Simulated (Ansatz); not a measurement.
YGe2:
```
YGe2
1.0
   -2.81055     2.81055     4.47018
    2.81055    -2.81055     4.47018
    2.81055     2.81055    -4.47018
Ge Y
4 2
Direct
  0.74990   0.24990   0.99981
  0.75010   0.74990   0.50000
  0.24990   0.25010   0.50000
  0.25010   0.75010   0.00019
  0.25000   0.25000   0.00000
  0.75000   0.75000   0.00000
```

Relaxed with PBE. Special points in fractions of this cell's reciprocal vectors: Γ (0.000, 0.000, 0.000); X (0.000, 0.000, 0.500); P (0.250, 0.250, 0.250); N (0.000, 0.500, 0.000); M (0.500, 0.500, -0.500); S (0.349, 0.651, -0.349); S0 (-0.349, 0.349, 0.349); R (-0.198, 0.198, 0.500); G (0.500, 0.500, -0.198).

**Question.** List the band energies nearest the Fermi level at these points for DFT-PBE in the program Ansatz with PAW potentials.

**Answer.** In eV from the Fermi level; about four levels below and three above (degenerate sets whole), none deeper than 8.9 eV; points with the same levels are listed once.

```
k                          below                above
-  -----------------------------  -------------------
Γ        -0.61 -0.53 -0.53 -0.01       2.39 2.39 2.43
X        -1.73 -1.57 -0.85 -0.71       0.31 0.56 0.76
P        -1.52 -1.52 -0.28 -0.28  0.35 0.35 0.67 0.67
N        -0.62 -0.62 -0.16 -0.16  2.40 2.40 2.87 2.87
M  -2.34 -2.34 -1.29 -1.29 -0.97       2.05 2.50 3.90
S        -2.55 -1.39 -0.89 -0.88       0.24 2.22 2.42
R        -1.60 -1.57 -1.05 -0.35       0.43 1.63 2.33
```

Space group P4/mmm. A made-up cell: these elements were put on the sites of a structure type; neither database checked (COD, Materials Project) lists it. Its standing as an ambient phase is unchecked. Symmetry was held in the PBE relaxation; whether a distortion lowers the energy is not shown. No spin polarisation was allowed. Point labels and valley counts follow the cell and symmetry of the run, lower than the named group. Scalar-relativistic: spin–orbit coupling is off unless named, which matters more the heavier the elements.

Potentials: the later of the program's two PAW sets.
